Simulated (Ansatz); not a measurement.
Si:
```xyz
4
Lattice="-3.1955 3.1955 3.1955 3.1955 -3.1955 3.1955 3.1955 3.1955 -3.1955" Properties=species:S:1:pos:R:3 pbc="T T T"
Si     0.7989     0.7989     0.7989
Si    -0.7989     2.3966     0.7989
Si     2.3966     0.7989    -0.7989
Si     0.7989    -0.7989     2.3966
```

Relaxed with PBEsol. Special points in fractions of this cell's reciprocal vectors: Γ (0.000, 0.000, 0.000); H (0.500, -0.500, 0.500); N (0.000, 0.000, 0.500); P (0.250, 0.250, 0.250).

Task: List the band energies nearest the Fermi level at these points for DFT-PBEsol in the program Ansatz with PAW potentials.

Result: In eV from the Fermi level; about four levels below and three above (degenerate sets whole), none deeper than 8.9 eV; points with the same levels are listed once.

```json
[
 {"k": "Γ", "below": "-3.09 -3.09 -0.88 -0.88 -0.88", "above": "3.42 3.42 3.42"},
 {"k": "H", "below": "-8.85 -8.85 -8.85 -3.22 -3.22 -3.22", "above": "0.91 1.01 1.01 1.01"},
 {"k": "N", "below": "-3.23 -2.80 -0.49 -0.09", "above": "0.46 1.77 2.43"},
 {"k": "P", "below": "-2.39 -2.39 -0.73 -0.73", "above": "0.74 0.74 3.96 3.96"}
]
```

Space group I4_132. The start of the workflow was typed in or built on a structure type; neither database checked (COD, Materials Project) lists it. It is not the phase usual at ambient conditions (space group No. 227). The cell was relaxed with PBEsol under the symmetry of its start. At this level the phase is dynamically unstable (imaginary phonons).

Potentials: the later of the program's two PAW sets.
